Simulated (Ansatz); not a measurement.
KRb$_{2}$GaF$_{6}$: reading a single point

```
CELL_PARAMETERS angstrom
0.00000 6.32748 0.00000
6.32748 0.00000 0.00000
3.16374 3.16374 -4.48404
ATOMIC_POSITIONS crystal
Ga 0.00000 0.00000 0.00000
K 0.50000 0.50000 0.00000
Rb 0.75000 0.25000 0.50000
Rb 0.25000 0.75000 0.50000
F 0.26100 0.80700 0.00000
F 0.80700 0.73900 0.00000
F 0.73900 0.19300 0.00000
F 0.19300 0.26100 0.00000
F 0.21400 0.21400 0.57200
F 0.78600 0.78600 0.42800
```

Single point in Ansatz 0.2.0 with PBEsol, no spin polarisation. Cutoff 420 eV, PAW datasets, 6×6×6 Γ-centred k mesh, fermi-dirac filling (width 0.1 eV).

Problem. Give the Bader charges.

Solution. Bader charges in e: Rb +0.90, K +0.87, Ga +2.02, F -0.78. In the mean Ga gives up most and F takes most.

Problem. What is the character of the valence top and the conduction bottom?

Solution. Within 0.7 eV of the edges, the states project mainly on F p (98 %) below the gap and on Ga s (32 %), Rb s (25 %) and F p (21 %) above it.

Problem. What does the stress say?

Solution. The pressure is -4.4 GPa (compression positive), so with the atoms held at these fractions the cell would first shrink; the forces are large, so a full relaxation may end otherwise.

Problem. Metal or insulator? Give the gap.

Solution. The gap is 5.32 eV, indirect (the least direct gap found is 5.37 eV).

Origin: a known structure type with other elements, at an estimated volume, so it need not be a known compound.
